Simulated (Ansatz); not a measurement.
# Ag: energy along a strain

Ag, Fm-3m, a = 4.086 Å (as given, not relaxed at this level: 1.4 GPa). Ansatz: r2SCAN, PAW, 500 eV, Γ-centred 20×20×20 mesh on 1 atom, Gaussian smearing 0.15 eV; no spin polarisation. Cell vectors (Å): 0.000 2.043 2.043; 2.043 0.000 2.043; 2.043 2.043 0.000. The cell is strained by x per cent times the pattern (0 1 0 0 0 0) in the order xx yy zz yz xz xy (engineering shears), with fractional coordinates held. y is the free energy over the start, V0 = 17.057 Å³/atom.

| x (%) | y (meV/atom) |
| --- | --- |
| -2.00 | 6.03 |
| -1.50 | 3.94 |
| -1.00 | 2.25 |
| -0.50 | 0.94 |
| 0.00 | 0.00 |
| 0.50 | -0.57 |
| 1.00 | -0.78 |
| 1.50 | -0.66 |
| 1.75 | ? |
| 2.00 | -0.20 |

Problem. Fit y = c1 x + c2 x² + c3 x³ to the other rows, get the stiffness along the pattern, and predict the missing energy.

Solution. Least squares on the rows shown. y = −1.502 x + 0.7291 x² − 0.01374 x³. The clamped-ion stiffness p·C·p = 2 × 7.291 eV × 160.2 / 17.057 Å³ = 137 GPa, which is C22 in these axes (C11 of the cubic crystal) (second derivative at the start, which stands under stress). At x = 1.75 the fit asked for gives -0.47 meV/atom. The run gave -0.47 meV/atom, the same to the digits shown.